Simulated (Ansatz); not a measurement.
Calculated with Ansatz: Ge₂Cl, relaxation

input.yaml:

```yaml
crystal:
  lattice:
    - [6.815473, 0.0, 0.0]
    - [0.0, 3.708056, 0.0]
    - [0.0, 0.0, 9.22125]
  atoms:
    - { symbol: Ge, position: [0.865, 0.25, 0.0407] }
    - { symbol: Ge, position: [0.635, 0.75, 0.5407] }
    - { symbol: Ge, position: [0.365, 0.25, 0.4593] }
    - { symbol: Ge, position: [0.135, 0.75, 0.9593] }
    - { symbol: Cl, position: [0.2498, 0.25, 0.1716] }
    - { symbol: Cl, position: [0.2502, 0.75, 0.6716] }
    - { symbol: Cl, position: [0.7498, 0.25, 0.3284] }
    - { symbol: Cl, position: [0.7502, 0.75, 0.8284] }
    - { symbol: Ge, position: [0.9369, 0.25, 0.6319] }
    - { symbol: Ge, position: [0.5631, 0.75, 0.1319] }
    - { symbol: Ge, position: [0.4369, 0.25, 0.8681] }
    - { symbol: Ge, position: [0.0631, 0.75, 0.3681] }
  symmetry: { tolerance: 0.0003 }
kpoints:
  mp_grid: { grid: [4, 7, 3], shift: [0, 0, 0] }
magnetization:
  spin_polarized: false
scf:
  occupations: { method: fermi_dirac }
  lower_state_search: "off"
hamiltonian:
  pseudopotentials: { kind: paw }
  xc: pbe
basis:
  ecutwfc: 420
  fft_grid_basis: typed
relax:
  max_steps: 60
  cell: { p_target: 0.0 }
output:
  forces: true
  stress: true
  eigenvalues: true
  bader: true
  populations: true
  elf: true
  write_potential: true
  volumetric_format: npy
  dos:
    e_range: [-12, 8]
    de: 0.05
    projected: { site_lists: { Cl: [Cl], Ge: [Ge] } }
  write_density: true
checkpoint:
  read: saved_state
```

Run with:

```bash
ansatz run input.yaml --threads 2 --pin off --max-ram 3584MiB --backend cpu --events-out ev --progress --plain --runs-dir out
```

Origin of the cell: a known structure type with other elements, at an estimated volume, so it need not be a known compound.

The smearing width isn't typed, so it takes its default of 0.1 eV.

The saved state is a converged single point of the same cell.

Output (shortened):

```
Pseudopotentials: kind: paw
Pseudopotential: Ge, paw, valence charge 14, recommended cutoff 420 eV (normal), Ge.paw.azcp
Pseudopotential: Cl, paw, valence charge 7, recommended cutoff 420 eV (normal), Cl.paw.azcp
Functional definition: PBE
  exchange = pbe_x(kappa = kappa, mu = beta*pi^2/3)
  correlation = pbe_c(beta = beta)
Crystal: 12 atoms, lattice volume = 233.041 Å³
Basis set: ecut = 420 eV, 4545 PW (Γ), exchange–correlation on 96×50×128 points (8 copies of the dense FFT grid, shifted against one another)
Bands: 84, of which v1, the nominal top of the filled ones, is band 70 counted from 1 (69 counted from 0)
Symmetry: 8 space group operations
Space group: Pnma (ITA 62), of the structure as read, at distance tolerance 1.8e-3 Å
[… 6 lines left out …]
Initial density: read from a saved state, or passed on in memory by an earlier SCF of this step, an earlier step, the calling program or the single point that the run made first
Functional: x = pbe(κ = 0.804, μ = 0.219515), c = pbe(β = 0.066725)
SCF iter   1: F=—  HF=-38674.031408 eV  Δρ=9.39e-4  dr2=2.40e-3
SCF iter   2: F=—  HF=-38674.031806 eV  Δρ=5.83e-4  dr2=1.08e-3
SCF iter   3: F=—  HF=-38674.031935 eV  Δρ=1.33e-4  dr2=7.64e-5
SCF iter   4: F=—  HF=-38674.031787 eV  Δρ=7.18e-5  dr2=2.16e-5
SCF iter   5: F=—  HF=-38674.031788 eV  Δρ=2.09e-5  dr2=1.76e-6
SCF iter   6: F=-38674.031788 eV  HF=-38674.031788 eV  Δρ=4.98e-6  dr2=8.81e-8
relax step   1: F+E_penalty+E_count = -38674.031788 eV  Δ(F+E_penalty+E_count) = +0.000e0 eV  max|allowed force component| = 8.570e-1 eV/Å  Δτ_max = 0.0000 Å  P = +7.092 GPa  Ω = 233.041 Å³ […]
relax step   2: F+E_penalty+E_count = -38675.307035 eV  Δ(F+E_penalty+E_count) = -1.275e0 eV  max|allowed force component| = 7.851e-1 eV/Å  Δτ_max = 0.1110 Å  P = +2.453 GPa  Ω = 250.839 Å³ […]
relax step   3: F+E_penalty+E_count = -38676.339630 eV  Δ(F+E_penalty+E_count) = -1.033e0 eV  max|allowed force component| = 4.724e-1 eV/Å  Δτ_max = 0.1958 Å  P = +1.610 GPa  Ω = 257.727 Å³ […]
relax step   4: F+E_penalty+E_count = -38676.885455 eV  Δ(F+E_penalty+E_count) = -5.458e-1 eV  max|allowed force component| = 2.325e-1 eV/Å  Δτ_max = 0.1956 Å  P = +1.140 GPa  Ω = 267.604 Å³ […]
relax step   5: F+E_penalty+E_count = -38677.162336 eV  Δ(F+E_penalty+E_count) = -2.769e-1 eV  max|allowed force component| = 3.362e-1 eV/Å  Δτ_max = 0.1718 Å  P = +0.594 GPa  Ω = 281.450 Å³ […]
relax step   6: F+E_penalty+E_count = -38677.387872 eV  Δ(F+E_penalty+E_count) = -2.255e-1 eV  max|allowed force component| = 2.576e-1 eV/Å  Δτ_max = 0.0543 Å  P = -0.852 GPa  Ω = 290.785 Å³ […]
relax step   7: F+E_penalty+E_count = -38677.587229 eV  Δ(F+E_penalty+E_count) = -1.994e-1 eV  max|allowed force component| = 1.720e-1 eV/Å  Δτ_max = 0.1083 Å  P = -0.728 GPa  Ω = 292.407 Å³ […]
relax step   8: F+E_penalty+E_count = -38677.673222 eV  Δ(F+E_penalty+E_count) = -8.599e-2 eV  max|allowed force component| = 1.928e-1 eV/Å  Δτ_max = 0.1953 Å  P = -0.237 GPa  Ω = 293.645 Å³ […]
relax step   9: F+E_penalty+E_count = -38677.803473 eV  Δ(F+E_penalty+E_count) = -1.303e-1 eV  max|allowed force component| = 1.395e-1 eV/Å  Δτ_max = 0.1557 Å  P = +0.731 GPa  Ω = 285.466 Å³ […]
relax step  10: F+E_penalty+E_count = -38678.055389 eV  Δ(F+E_penalty+E_count) = -2.519e-1 eV  max|allowed force component| = 2.498e-1 eV/Å  Δτ_max = 0.1964 Å  P = +0.282 GPa  Ω = 287.911 Å³ […]
relax step  11: F+E_penalty+E_count = -38678.305806 eV  Δ(F+E_penalty+E_count) = -2.504e-1 eV  max|allowed force component| = 5.436e-1 eV/Å  Δτ_max = 0.1954 Å  P = +0.521 GPa  Ω = 288.684 Å³ […]
relax step  12: F+E_penalty+E_count = -38678.511429 eV  Δ(F+E_penalty+E_count) = -2.056e-1 eV  max|allowed force component| = 2.235e-1 eV/Å  Δτ_max = 0.1806 Å  P = -0.466 GPa  Ω = 299.984 Å³ […]
relax step  13: F+E_penalty+E_count = -38678.656004 eV  Δ(F+E_penalty+E_count) = -1.446e-1 eV  max|allowed force component| = 4.544e-2 eV/Å  Δτ_max = 0.0972 Å  P = -0.056 GPa  Ω = 298.382 Å³ […]
relax step  14: F+E_penalty+E_count = -38678.660150 eV  Δ(F+E_penalty+E_count) = -4.147e-3 eV  max|allowed force component| = 3.036e-2 eV/Å  Δτ_max = 0.0173 Å  P = +0.183 GPa  Ω = 297.401 Å³ […]
relax step  15: F+E_penalty+E_count = -38678.661484 eV  Δ(F+E_penalty+E_count) = -1.334e-3 eV  max|allowed force component| = 3.699e-3 eV/Å  Δτ_max = 0.0065 Å  P = -0.009 GPa  Ω = 298.498 Å³ […]
relax step  16: F+E_penalty+E_count = -38678.724815 eV  Δ(F+E_penalty+E_count) = -6.333e-2 eV  max|allowed force component| = 3.626e-3 eV/Å  Δτ_max = 0.0000 Å  P = +0.437 GPa  Ω = 298.498 Å³  stress off target by 6.10e-1 GPa […]
relax step  17: F+E_penalty+E_count = -38678.732493 eV  Δ(F+E_penalty+E_count) = -7.679e-3 eV  max|allowed force component| = 4.412e-3 eV/Å  Δτ_max = 0.0135 Å  P = +0.092 GPa  Ω = 301.904 Å³ […]
relax step  18: F+E_penalty+E_count = -38678.732633 eV  Δ(F+E_penalty+E_count) = -1.395e-4 eV  max|allowed force component| = 8.850e-4 eV/Å  Δτ_max = 0.0021 Å  P = +0.002 GPa  Ω = 302.691 Å³ […]
relax step  19: F+E_penalty+E_count = -38678.733068 eV  Δ(F+E_penalty+E_count) = -4.355e-4 eV  max|allowed force component| = 8.850e-4 eV/Å  Δτ_max = 0.0000 Å  P = -0.001 GPa  Ω = 302.691 Å³  stress off target by 5.96e-3 GPa […]
SCF 19 converged in 7 iterations: F = -38678.733068 eV  dr2 = 3.66e-11
basis re-selected at this cell: Δ(F+E_penalty+E_count) = -4.355e-4 eV, ΔP = -0.003 GPa vs the last step (what re-selecting the basis moved, of the pressure what is left beyond the Pulay corre […]
SCF converged after 7 iterations
Free energy (F): -38678.733068 eV
Harris-Foulkes:  -38678.733068 eV  (|F-HF|=7.28e-12)
Internal energy: -38678.603454 eV  (E = F + TS)
E sigma→0 (E₀):  -38678.668261 eV
Entropy (-TS):   -0.129614 eV (-10.801 meV/atom)
Fermi energy:    6.046685 eV
--- Per-component energies (eV) ---
  E_band       = -1517.695768
  E_kinetic    = 1518.718993
  E_local      = -22980.255392  (includes V_loc(G=0)·N_el)
  E_nonlocal   = 3437.980734
  E_hartree    = 9971.865044
  E_xc         = -1026.830317
  E_vxc        = -995.377186  (∫ρ·V_xc dr)
  E_paw        = -18769.591204  (= ΣΔE_a)
  E_vpaw       = -2442.496497  (= ΣTr[D̂ρ^β])
  E_aug_tail   = 0.002943  (compensation charges beyond the density's cutoff)
  E_ewald      = -10830.494255
  E_smearing   = -0.129614  (= −TS)
  Σ components = -38678.733068   (vs F -38678.733068, Δ=0.00e0)
--- Forces (eV/Å), atoms counted from 1 ---
  atom   1  Ge     0.000270     0.000000     0.000484
  atom   2  Ge    -0.000270     0.000000     0.000484
  atom   3  Ge     0.000270    -0.000000    -0.000484
  atom   4  Ge    -0.000270    -0.000000    -0.000484
  atom   5  Cl    -0.000129     0.000000     0.000885
  atom   6  Cl     0.000129    -0.000000     0.000885
  atom   7  Cl    -0.000129     0.000000    -0.000885
  atom   8  Cl     0.000129    -0.000000    -0.000885
  atom   9  Ge     0.000602    -0.000000     0.000512
  atom  10  Ge    -0.000602    -0.000000     0.000512
  atom  11  Ge     0.000602     0.000000    -0.000512
  atom  12  Ge    -0.000602     0.000000    -0.000512
  max |Σ_I F_I| component: 4.34e-19 eV/Å
--- Stress (GPa, compression-positive) ---
        0.001266       0.000000      -0.000000
        0.000000       0.000556      -0.000000
       -0.000000      -0.000000      -0.005964
  P = ⅓ Tr σ = -0.0014 GPa (-0.014 kbar)
--- Relaxed structure (17 steps of the walk, 17 accepted, 2 SCFs on fresh bases) ---
  F+E_penalty+E_count = -38678.733068 eV   max|allowed force component| = 8.850e-4 eV/Å   (the final SCF, on the basis selected at the relaxed cell)
  cell:  # Å, volume = 302.6910 Å³
    - [7.621433, 0.0, 0.0]
    - [0.0, 3.823691, 0.0]
    - [0.0, 0.0, 10.386762]
  atoms:
    - { symbol: Ge, position: [0.875128, 0.250000, 0.009334] }
    - { symbol: Ge, position: [0.624872, 0.75, 0.509334] }
    - { symbol: Ge, position: [0.375128, 0.250000, 0.490666] }
    - { symbol: Ge, position: [0.124872, 0.75, 0.990666] }
    - { symbol: Cl, position: [0.384520, 0.250000, 0.249955] }
    - { symbol: Cl, position: [0.115480, 0.75, 0.749955] }
    - { symbol: Cl, position: [0.884520, 0.250000, 0.250045] }
    - { symbol: Cl, position: [0.615480, 0.75, 0.750045] }
    - { symbol: Ge, position: [0.875079, 0.250000, 0.490596] }
    - { symbol: Ge, position: [0.624921, 0.75, -0.009404] }
    - { symbol: Ge, position: [0.375079, 0.250000, 1.009404] }
    - { symbol: Ge, position: [0.124921, 0.75, 0.509404] }
--- Löwdin populations: 12 sites ---
  site symbol       q [e]
     0     Ge     13.8216
     1     Ge     13.8216
     2     Ge     13.8216
     3     Ge     13.8216
     4     Cl      7.2549
     5     Cl      7.2549
     6     Cl      7.2549
     7     Cl      7.2549
     8     Ge     13.8214
     9     Ge     13.8214
    10     Ge     13.8214
    11     Ge     13.8214
  spilling = 0.002918 (of n_electrons = 140.000000)
--- Bader charges: 12 sites ---
  site symbol  charge [e]  shift [e]
     0     Ge      0.2956     0.0004
     1     Ge      0.2956     0.0004
     2     Ge      0.2956     0.0004
     3     Ge      0.2956     0.0004
     4     Cl     -0.5918     0.0007
     5     Cl     -0.5918     0.0007
     6     Cl     -0.5918     0.0007
     7     Cl     -0.5918     0.0007
     8     Ge      0.2963     0.0004
     9     Ge      0.2963     0.0004
    10     Ge      0.2963     0.0004
    11     Ge      0.2963     0.0004
  estimated error of the sums over rays = 2.8e-4 e
```

Before:

Space group Pnma (No. 62); the run's cell has a = 6.815 Å, b = 3.708 Å, c = 9.221 Å, α = 90.00°, β = 90.00°, γ = 90.00°. Shortest distances: Ge–Ge 2.72 Å, Cl–Ge 2.77 Å.

After:

Space group Pmmn (No. 59); the run's cell has a = 7.621 Å, b = 3.824 Å, c = 10.387 Å, α = 90.00°, β = 90.00°, γ = 90.00°. Shortest distances: Cl–Ge 2.50 Å, Ge–Ge 2.70 Å.

| Quantity | Value |
| --- | --- |
| Free energy lowered by | 391.8 meV/atom |
| Volume change | 29.89 % |
| Final pressure | 0.00 GPa |
| Relaxation steps listed | 19 |
| Formation energy (elements under the same functional, gases as molecules, uncorrected) | -0.087 eV/atom |

Caveats: no dispersion correction, so spacings can come out too large where layers or molecules are weakly bound; no spin, though holes on the anions or broken bonds may carry moments; the relaxation held the start's symmetry, so the end may be a saddle point.

It ran for 180 s of wall time on 2 CPU thread(s) of a shared host, from a saved density.
